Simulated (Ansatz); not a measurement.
Given:

LiVO₂:
```xyz
4
Lattice="1.4588 0.8423 4.8272 -1.4588 0.8423 4.8272 0.0000 -1.6845 4.8272" Properties=species:S:1:pos:R:3 pbc="T T T"
V      0.0000     0.0000     7.2408
O      0.0000     0.0000     3.5281
O      0.0000     0.0000    10.9536
Li     0.0000     0.0000     0.0000
```
The run is spin-polarised; directions of the spins, atom by atom: ↑ 0 0 0.

This is the r²SCAN-relaxed structure. Tensor components refer to the Cartesian frame of this cell.

Question: All from r²SCAN in the plane-wave PAW code Ansatz, unless another level is named. Estimate the band gap.

Answer: 0.12 eV (indirect).

Question: Next, the formation energy from the elements (no fitted shifts)?

Answer: -242 kJ/mol of atoms.

Question: And the conduction-band minimum?

Answer: off the standard path, at k = (-0.060, 0.266, -0.393) in fractions of the reciprocal vectors.

Space group R-3m. The workflow started from an entry of the Crystallography Open Database (COD). Its standing as an ambient phase is unchecked. The r²SCAN relaxation kept the symmetry of its start; whether a distortion lowers the energy is not shown. The final state is ferromagnetic, the only order run, not a proven ground state. The cell computed holds one magnetic atom, so no antiferromagnetic order was within reach. Other orbital occupations within this spin state were not tried. No Hubbard U is applied. The references are the lowest solids computed at this level, not always the standard phases (solids in place of the gases).

Potentials: the later of the program's two PAW sets.
